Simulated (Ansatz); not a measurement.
## Formation energy of NiAs-type ReP

Method: PBE, scalar-relativistic; no spin polarisation; PAW, 420 eV, 10×10×8 k-mesh, Gaussian smearing of 0.05 eV; code Ansatz; PAW files: Ansatz's generated set soft_2.

This is a trial structure made by placing the elements on a prototype's sites, so it needn't be the stable form.

It takes space group P6_3/mmc (No. 194, hexagonal). Conventional cell: a = 3.749 Å, b = 3.749 Å, c = 5.080 Å, α = 90.00°, β = 90.00°, γ = 120.00°. Around Re (site symmetry -3m) lie 6 P at 2.51 Å and 2 Re at 2.54 Å. Around P (site symmetry -6m2) lie 6 Re at 2.51 Å. (Shells end 15 % past the nearest neighbour.)

The elements were computed in their standard states with the same datasets, cutoff and functional. Absolute energies hang on the potentials; compare differences alone.

Energy of the relaxed cell (4 atoms, smearing extrapolated to zero): -23247.204 eV. Elements, in eV/atom: Re -10868.076, P -755.674.

**Question.** What is the formation energy?

**Answer.** [-23247.204 − (2 × -10868.076 + 2 × -755.674)] / 4 = 0.07 eV/atom, or 7 kJ per mole of atoms.

The value is for 0 K, without zero-point energy. A positive value means that this structure is unstable even against the elements at this level.

No spin–orbit coupling, a notable omission for heavy elements.
